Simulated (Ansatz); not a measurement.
Ta₂O₅:
```cif
data_O5Ta2
_chemical_formula_sum 'Ta2 O5'
_space_group_name_H-M_alt 'P 1'
_space_group_IT_number 1
_cell_length_a 3.83946
_cell_length_b 3.85986
_cell_length_c 6.78027
_cell_angle_alpha 90.000
_cell_angle_beta 106.415
_cell_angle_gamma 90.000
loop_
_space_group_symop_operation_xyz
  'x, y, z'
loop_
_atom_site_label
_atom_site_type_symbol
_atom_site_fract_x
_atom_site_fract_y
_atom_site_fract_z
_atom_site_occupancy
Ta1 Ta 0.64618 0.00000 0.79214 1
Ta2 Ta 0.35382 0.00000 0.20786 1
O1 O 0.64995 0.50000 0.79906 1
O2 O 0.35005 0.50000 0.20094 1
O3 O 0.18528 0.00000 0.87028 1
O4 O 0.81472 0.00000 0.12972 1
O5 O 0.50000 0.00000 0.50000 1
```

Relaxed with PBEsol. 

### Question
HSE06 on this cell (Ansatz, a first-principles code, PAW) gives a gap of 3.64 eV. What does PBEsol give?

### Answer
2.16 eV.

Cost on shared cores: the PBEsol run (SCF on a 8×7×5 mesh, then bands and DOS) around 2.7 core-minutes (rough), the HSE06 run (SCF on 5×4×3, then a few points) about 5 core-minutes (a rough figure); the tasks are unlike.

Space group Cmmm. The first step of the workflow began from a Materials Project structure, measured or hypothetical; the Crystallography Open Database copy checked does not list it. COD files the formula under space group No. 49, so this cell is another polymorph or a model. Whether it is the stable phase at ambient conditions was not checked. The PBEsol relaxation kept the symmetry of its start; of distortions, only those at the zone centre were tested, and some modes there are weakly imaginary. No spin polarisation was allowed. Spin–orbit coupling is left out wherever it is not named.

Potentials: the later of the program's two PAW sets.

Ansatz is a plane-wave DFT program.
